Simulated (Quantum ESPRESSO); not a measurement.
pw.x input (Quantum ESPRESSO 7.5; PBEsol, PseudoDojo standard norm-conserving files, scalar-relativistic):

```
&CONTROL
  calculation = 'scf'
  pseudo_dir = './pseudo'
  outdir = './out'
  tprnfor = .true.
  tstress = .true.
/
&SYSTEM
  ibrav = 0
  nat = 6
  ntyp = 3
  ecutwfc = 84.0
  ecutrho = 336.0
  occupations = 'smearing'
  smearing = 'fd'
  degauss = 0.002
  nbnd = 34
/
&ELECTRONS
  conv_thr = 6e-10
/
ATOMIC_SPECIES
O 15.9990 O.upf
Mg 24.3050 Mg.upf
Zn 65.3800 Zn.upf
CELL_PARAMETERS angstrom
  3.032999978000   0.000000000000   0.000000000000
 -1.516499989000   2.626655031000   0.000000000000
  0.000000000000   0.000000000000   7.403320000000
ATOMIC_POSITIONS crystal
O   0.333333333000   0.666666667000   0.172620000000
O   0.666666667000   0.333333333000   0.827380000000
O   0.000000000000   0.000000000000   0.500000000000
Mg   0.333333333000   0.666666667000   0.665800000000
Mg   0.666666667000   0.333333333000   0.334200000000
Zn   0.000000000000   0.000000000000   0.000000000000
K_POINTS automatic
12 12 4 0 0 0
```

End of the output:

```

[...]
     the Fermi energy is    10.6250 ev
!    total energy              =    -754.48743464 Ry
     estimated scf accuracy    <          7.1E-11 Ry
     smearing contrib. (-TS)   =       0.00000000 Ry
     internal energy E=F+TS    =    -754.48743464 Ry
     The total energy is F=E-TS. E is the sum of the following terms:
     one-electron contribution =    -477.33904661 Ry
     hartree contribution      =     257.34804169 Ry
     xc contribution           =    -100.92843165 Ry
     ewald contribution        =    -433.56799806 Ry
     convergence has been achieved in  11 iterations
     Forces acting on atoms (cartesian axes, Ry/au):
     atom    1 type  1   force =     0.00000000    0.00000000   -0.00776447
     atom    2 type  1   force =     0.00000000    0.00000000    0.00776447
     atom    3 type  1   force =     0.00000000    0.00000000    0.00000000
     atom    4 type  2   force =     0.00000000   -0.00000000    0.00064943
     atom    5 type  2   force =    -0.00000000   -0.00000000   -0.00064943
     atom    6 type  3   force =     0.00000000    0.00000000    0.00000000
     Total force =     0.011019     Total SCF correction =     0.000002
     Computing stress (Cartesian axis) and pressure
          total   stress  (Ry/bohr**3)                   (kbar)     P=      -60.89
  -0.00041206  -0.00000000  -0.00000000          -60.62       -0.00       -0.00
  -0.00000000  -0.00041206  -0.00000000           -0.00      -60.62       -0.00
  -0.00000000  -0.00000000  -0.00041774           -0.00       -0.00      -61.45
```
In a gapped system the printed Fermi energy is only some level inside the gap.

Geometry of the Materials Project entry, not relaxed at this level.
